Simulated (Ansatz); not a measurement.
SiGe:
```xyz
4
Lattice="3.9039 0.0000 0.0000 -1.9519 3.3809 0.0000 0.0000 0.0000 6.4533" Properties=species:S:1:pos:R:3 pbc="T T T"
Si     1.9519     1.1270     5.6433
Si     0.0000     2.2539     2.4166
Ge     1.9519     1.1270     3.2300
Ge     0.0000     2.2539     0.0034
```

Relaxed with r²SCAN. Special points in fractions of this cell's reciprocal vectors: Γ (0.000, 0.000, 0.000); M (0.500, 0.000, 0.000); K (0.333, 0.333, 0.000); A (0.000, 0.000, 0.500); L (0.500, 0.000, 0.500); H (0.333, 0.333, 0.500).

Q: List the band energies nearest the valence-band maximum at these points for plane-wave PAW r²SCAN (Ansatz code).

A: In eV from the valence-band maximum; about four levels below and three above (degenerate sets whole), none deeper than 8.9 eV; points with the same levels are listed once.

```
k                        below                          above
-  ---------------------------  -----------------------------
Γ  -1.66 -1.66 -0.33 0.00 0.00            0.79 1.93 2.23 2.23
M      -4.92 -3.32 -3.09 -1.61                 0.66 2.34 3.54
K      -5.40 -3.77 -3.77 -3.51                 1.26 5.22 5.22
A      -1.01 -1.01 -1.01 -1.01  1.59 1.59 3.34 3.34 3.34 3.34
L      -2.71 -2.71 -2.64 -2.64            0.93 0.93 2.11 2.11
H      -4.67 -4.67 -2.22 -2.22            1.68 1.68 4.09 4.09
```

Space group P6_3mc (wurtzite). The workflow started from a Materials Project entry (that database holds measured and hypothetical structures alike); the Crystallography Open Database copy checked does not list it. Its standing as an ambient phase is unchecked. Symmetry was held in the r²SCAN relaxation; of distortions, only those at the zone centre were tested. Spin–orbit coupling is left out wherever it is not named.

Potentials: the earlier of the program's two PAW sets.
